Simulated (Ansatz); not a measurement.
HfC:
```
CELL_PARAMETERS angstrom
      3.83990     0.00000     0.00000
     -1.91995     3.32545     0.00000
      0.00000     0.00000     4.62728
ATOMIC_POSITIONS crystal
  Hf 0.33333 0.66667 0.75000
  Hf 0.66667 0.33333 0.25000
  C  0.33333 0.66667 0.25000
  C  0.66667 0.33333 0.75000
```

Relaxed with r²SCAN. Special points in fractions of this cell's reciprocal vectors: Γ (0.000, 0.000, 0.000); M (0.500, 0.000, 0.000); K (0.333, 0.333, 0.000); A (0.000, 0.000, 0.500); L (0.500, 0.000, 0.500); H (0.333, 0.333, 0.500).

List the band energies nearest the Fermi level at these points for r²SCAN in the plane-wave PAW code Ansatz.

In eV from the Fermi level; about four levels below and three above (degenerate sets whole), none deeper than 8.9 eV; points with the same levels are listed once.

| k | below | above |
|---|---|---|
| Γ | -2.96 -2.96 -2.85 -2.85 -2.19 | 1.24 1.47 1.47 |
| M | -2.12 -1.85 -1.55 -0.34 | 0.34 1.95 3.31 |
| K | -2.52 -2.52 -1.81 -1.81 -0.93 | 0.25 0.73 3.44 |
| A | -3.36 -3.36 -3.36 -3.36 | 4.53 4.53 4.69 4.69 4.69 4.69 |
| L | -2.56 -2.56 -1.78 -1.78 | 2.59 2.59 3.92 3.92 |
| H | -2.49 -2.49 -2.09 -2.09 | 1.58 1.58 4.66 4.66 |

Space group P6_3/mmc. The start of the workflow was typed in or built on a structure type; the Crystallography Open Database copy checked does not list it. It is not the phase usual at ambient conditions (space group No. 225). The r²SCAN relaxation kept the symmetry of its start; whether a distortion lowers the energy is not shown. No spin polarisation was allowed. Spin–orbit coupling is left out wherever it is not named.

Potentials: the later of the program's two PAW sets.
